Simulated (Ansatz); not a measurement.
Values for one crystal, relaxed and computed with plane-wave PAW r²SCAN (Ansatz code); other levels are named.

```yaml
volume_per_atom: 23.03 Å³
electronic_character: metallic (no gap)
Density of states at the Fermi level: 0.50 states/eV per atom (mean over ±0.08 eV)
Bulk modulus (Birch–Murnaghan fit): 94.1 GPa
Gap with spin–orbit coupling: none (metallic)
Pressure derivative B′: 4.6
Formation energy from the elements (no fitted shifts): -0.93 eV/atom
```

### Question
Which compound is it?
(A) YAu, CsCl type
(B) MnV, CsCl type
(C) YCu2, Imma (Y on 4e, Cu on 8h)
(D) GaIr, CsCl type

### Answer
A, YAu, CsCl type

Space group Pm-3m (CsCl type). The workflow started from an entry of the Crystallography Open Database (COD). Whether it is the stable phase at ambient conditions was not checked. Symmetry was held in the r²SCAN relaxation; whether a distortion lowers the energy is not shown. No spin polarisation was allowed. The references are the lowest solids computed at this level, not always the standard phases. Scalar-relativistic: spin–orbit coupling is off unless named, which matters more the heavier the elements.

Potentials: the later of the program's two PAW sets.
